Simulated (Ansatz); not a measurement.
InSe at a changed volume — electric field gradients

The cell is a COD entry, relaxed with PBE at fixed cell and then changed (volume scaled by 0.96, ions relaxed).

Space group P6_3/mmc (No. 194); a = 3.9953, c = 16.7012 Å, γ = 120.00°.

| site | Wyckoff | site symmetry | x | y | z |
| --- | --- | --- | --- | --- | --- |
| In | 4f | 3m. | 0.3333 | 0.6667 | 0.1666 |
| Se | 4f | 3m. | 0.3333 | 0.6667 | 0.5887 |

One atom of each set is listed.

Method: Kohn–Sham DFT in Ansatz, PBE, plane waves and PAW, scalar-relativistic, 420 eV cutoff, Γ-centred 13×13×3 k-points, Fermi–Dirac smearing 0.05 eV.

Conventions: |V_zz| ≥ |V_yy| ≥ |V_xx|, η = (V_xx − V_yy)/V_zz, C_Q = eQV_zz/h.

¹¹⁵In: I = 9/2, Q = 772.0 mb. Nuclear quadrupole moments: year-2017 set (Pyykkö).

```csv
site,atoms,first shell,V_zz (10²¹ V/m²),η,C_Q (MHz)
In,4,3 Se at 2.65 Å; also 1 In at 2.78 Å,-11.18,0.00,-209
Se,4,3 In at 2.65 Å,-5.20,0.00,–
```

An axis of threefold or higher order runs through In and Se, so V_zz lies along it and η is zero.

Se has no stable isotope with a ground-state quadrupole moment in the table, so no C_Q is given.

Without spin–orbit coupling (the program notes it for In) the gradients can shift somewhat, as the gap is small. With a gap of 0.5 eV on this mesh, the gradients can still move by some per cent as the k-mesh gets denser.

The relaxation (4 steps) took 81 s of wall time (81 s of CPU time) and 0.9 GiB at its peak, on 1 thread of Intel Xeon 6975P-C (Granite Rapids) (x86_64; 16 cores open to the job, memory cap 3.0 GiB, no GPU), a shared host with a load of 0.6 a core.
